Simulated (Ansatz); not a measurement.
# One input, then a changed one: TiRe

First run: DFT, PBEsol, PAW with Ansatz's default frozen-core files, scalar-relativistic (Ansatz 0.2.0).

Command: `ansatz run input.yaml --threads 1 --pin off --max-ram 2048MiB --backend cpu --events-out ev --progress --plain --runs-dir out` It took 4.6 s on 1 thread of Arm Neoverse V1, on a shared host, peak memory 0.38 GiB.

```yaml
crystal:
  lattice:
    - [3.118, 0.0, 0.0]
    - [0.0, 3.118, 0.0]
    - [0.0, 0.0, 3.118]
  atoms:
    - { symbol: Ti, position: [0.5, 0.5, 0.5] }
    - { symbol: Re, position: [0.0, 0.0, 0.0] }
kpoints:
  mp_grid: { grid: [10, 10, 10] }
scf:
  occupations: { method: fermi_dirac, width: 0.05 }
hamiltonian:
  xc: pbesol
  pseudopotentials: { kind: paw }
output:
  forces: true
  stress: true
  eigenvalues: true
  efg: { contact_densities: true }
  populations: true
```

The cell is entry 1523516 of the Crystallography Open Database, unrelaxed.

This run: the undistorted cell.

It converges in 6 SCF iterations at a pressure of -7.69 GPa, cutoff 420 eV.

The input is then changed:

```diff
   atoms:
-    - { symbol: Ti, position: [0.5, 0.5, 0.5] }
-    - { symbol: Re, position: [0.0, 0.0, 0.0] }
+    - { symbol: Ti, position: [0.485, 0.485, 0.485], spin: 1.0 }
+    - { symbol: Re, position: [0.015, 0.015, 0.015], spin: 1.0 }
 kpoints:
   pseudopotentials: { kind: paw }
+  hubbard: { sites: [{ species: Ti, l: d, u_eff: 4.0 }], double_counting: fll }
 output:
   populations: true
+magnetization:
+  spin_polarized: true
+basis:
+  xc_grid: 3
```

Question: What does the second run give?

Answer: It converges in 20 SCF iterations at a pressure of -1.06 GPa, largest force 1.707 eV/Å, cell moment 0.00 μB, cutoff 420 eV. More than one line changes, and not each need have an effect.
